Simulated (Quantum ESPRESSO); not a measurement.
# Planted mistakes on one cell of Si3BC3N

These are calculations, not measurements. They come from pw.x of Quantum ESPRESSO 7.5, a plane-wave density functional program, with PseudoDojo standard norm-conserving files (v0.5 for PBE, v0.4.1 for LDA and PBEsol). The cells are made up: elements, strain and atom displacements were drawn at random, and nothing was relaxed. There is no spin polarisation, spin-orbit coupling or dispersion term.

The cell has 8 sites of a zincblende or diamond lattice. Sites 1 to 4 hold Si Si Si B; sites 5 to 8 hold C C N C. Cell vectors in Å: (4.535, 0.009, -0.052); (0.009, 4.505, -0.029); (-0.052, -0.029, 4.496). Settings: PBE, cutoff 1143 eV, 4 x 4 x 4 k mesh shifted by half a step, Fermi-Dirac smearing of 0.025 eV.

The intended run has a self-consistency threshold of 1e-07 eV, a smearing term of 0.000 eV, a pressure of -19.62 GPa and 13 iterations. Each further run changes one thing: all lengths scaled by 0.9937; atoms of sites 1 and 7 exchanged; cutoff 593 eV; files of PBEsol; k mesh 1 x 1 x 1; one electron added; smearing 0.5 eV; threshold 0.9 eV. A coarse mesh keeps the shift, and a charged cell sits in a uniform background.

| run | change of free energy (eV) | smearing term -TS (eV) | change of P (GPa) | largest change of a force component (eV/Å) | iterations |
| --- | --- | --- | --- | --- | --- |
| A | 0.037 | 0.000 | -1.56 | 0.222 | 4 |
| B | 7.923 | 0.000 | 2.79 | 0.930 | 13 |
| C | 7.740 | -0.006 | 22.70 | 6.363 | 13 |
| D | 1.980 | 0.000 | -11.56 | 0.042 | 13 |
| E | 9.494 | -0.008 | 23.34 | 0.809 | 13 |
| F | -0.155 | -0.542 | 0.63 | 0.159 | 11 |
| G | 2.351 | 0.000 | -2.96 | 0.051 | 13 |
| H | -0.198 | 0.000 | 2.44 | 0.284 | 13 |

A rerun of the intended cell at 1437 eV and k mesh 6 x 6 x 6 moved values by no more than 0.004 eV in the cell's energy, 0.04 GPa in stress and 0.006 eV/Å in force.

Question: which change belongs to which run?

## Worked reading

Run A has the fewest iterations, as a run stopped early does. Run F has the largest smearing term, as wide smearing gives. Run D has a higher energy and the largest fall in pressure, as too small a basis gives. Run H changes the volume by a factor of 0.9812; minus its pressure change over the logarithm of that factor, 129 GPa, is a rough bulk modulus with clamped atoms. Energies from files of another functional, or of a charged cell, have another zero and say nothing on stability; the pressure of a charged cell rests on the program's zero of potential too.

## Key

| run | change |
| --- | --- |
| A | threshold 0.9 eV |
| B | k mesh 1 x 1 x 1 |
| C | atoms of sites 1 and 7 exchanged |
| D | cutoff 593 eV |
| E | one electron added |
| F | smearing 0.5 eV |
| G | files of PBEsol |
| H | all lengths scaled by 0.9937 |